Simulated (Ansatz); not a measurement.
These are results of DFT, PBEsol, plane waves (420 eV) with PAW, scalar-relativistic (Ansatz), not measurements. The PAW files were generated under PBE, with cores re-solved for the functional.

An element in the simple cubic structure gives this curve. The cell is scaled uniformly from the relaxed one, with fractional coordinates and shape fixed. Energies are extrapolated to zero smearing, pressures are those at the given smearing. Magnetic state: spin not included.

```csv
V (Å³/atom),E − E₀ (meV/atom),P (GPa)
27.230,61.8,5.87
28.467,26.0,3.50
29.705,6.6,1.64
30.943,0.1,0.20
32.180,3.4,-0.92
33.418,14.4,-1.78
34.656,31.2,-2.45
```

Problem. Which element is it?
A. tin
B. antimony
C. thallium
D. lanthanum

Solution. C. Its fit is V₀ = 31.10 Å³/atom, B₀ = 31 GPa, B₀′ = 5.4.
